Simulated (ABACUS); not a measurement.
A self-consistent single point of SnSe (Pnma, 8 atoms in the cell; from Materials Project mp-691, changed as shown).

```
CELL_PARAMETERS angstrom
     11.70321     0.00000     0.00000
      0.00000     4.13996     0.00000
      0.00000     0.00000     4.71653
ATOMIC_POSITIONS crystal
  Sn 0.61879 0.75000 0.37655
  Sn 0.38121 0.25000 0.62345
  Sn 0.88121 0.25000 0.87655
  Sn 0.11879 0.75000 0.12345
  Se 0.14855 0.25000 0.50918
  Se 0.85145 0.75000 0.49082
  Se 0.35145 0.75000 0.00918
  Se 0.64855 0.25000 0.99082
```

All values come from this method and carry its errors: LDA (PW92), numerical atomic orbitals TZP (confined pseudo-atomic orbitals with Gaussian additions; energy shift 0.003 Ry), PseudoDojo 0.4 standard norm-conserving LDA (tails mended) pseudopotentials run with ABACUS 3.10.1.

ABACUS settings:

- basis = TZP numerical atomic orbitals, energy shift 0.003 Ry
- KPT = Gamma 1 3 3 0 0 0
- basis_type = lcao
- dft_functional = PWLDA
- ecutwfc = 100 Ry
- smearing_method = gaussian
- smearing_sigma = 0.00367493 Ry
- potentials = PseudoDojo 0.4 standard norm-conserving LDA (tails mended)
- symmetry = 1
- symmetry_prec = 1e-05
- ks_solver = genelpa
- scf_nmax = 100
- scf_thr = 1.0e-07
- mixing_type = broyden
- mixing_beta = 0.4

Results:

* **Number of valence electrons**: 120
* **Number of bands**: 73
* **Number of k-points after the program's reduction**: 4
* **Size of the basis**: 272
* **Number of SCF iterations**: 11
* **Free energy E − TS**: -21745.0412 eV
* **Pressure**: -2.60 GPa
* **Largest force (vector length)**: 0.198 eV/Å

Forces (eV/Å):
```
atom      Fx     Fy      Fz
----  ------  -----  ------
Sn1    0.168  0.000  -0.105
Sn2   -0.168  0.000   0.105
Sn3   -0.168  0.000  -0.105
Sn4    0.168  0.000   0.105
Se5   -0.055  0.000  -0.185
Se6    0.055  0.000   0.185
Se7    0.055  0.000  -0.185
Se8   -0.055  0.000   0.185
```

Stress (GPa, positive for compression):
```
-2.13   0.00   0.00
 0.00  -1.87   0.00
 0.00   0.00  -3.79
```

For comparison: a first run was changed to give this one (volume scaled by 1.01), and from it to this one the free energy goes up by 4.2 meV/atom, the pressure goes from -2.16 to -2.60 GPa and the largest force goes from 0.173 to 0.198 eV/Å.

The atom-centred basis is finite, which shifts total energies, pressures and forces against plane waves. The structure comes from a collection of computed structures, made at another level of theory; the collection holds predicted forms beside known ones.

Cost on one core: roughly 110 core-seconds.

The atomic orbitals were generated for these runs; they are not ABACUS's published sets and were checked against plane waves on a few crystals only.

“Tails mended”: in these copies of the files the far tail of each local potential was reset to the Coulomb form.
